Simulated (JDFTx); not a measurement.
System: Pb(110) (Fm-3m bulk; lattice of mp-20483, not re-optimised at this level), 1x1 cell of 8 atoms in 8 planes, area 17.60 Å² a face, 12.1 Å between the outermost planes in a cell 28.3 Å high; k mesh 6×4×1, Fermi width 0.01 Ha, no spin polarisation.

Method: PBE, GBRV ultrasoft potentials, plane waves to 20/100 Ha, in JDFTx (a modified build). Liquid: linear PCM (GLSSA13), water, 1 M KF; nuclei fixed. Potentials are counted from the potential of zero charge; σ repeats to about 1 %.

| U − U_pzc (V) | σ (μC/cm², per face) |
|---|---|
| -0.88 | -14.83 |
| -0.68 | -11.70 |
| -0.48 | withheld |
| -0.22 | -4.00 |
| 0.17 | 3.35 |
| 0.92 | 21.15 |

Fit σ = C₀x + bx² (x = U − U_pzc) to the other rows by least squares, predict the withheld value, and compare with the run.

The fit gives C₀ (μF/cm²) = 19.8, b (μF/cm²/V) = 3.47, with a root-mean-square miss of 0.13 μC/cm² on its own rows. It predicts -8.7 μC/cm²; the run gives -8.4 μC/cm², a miss of 0.3 μC/cm².
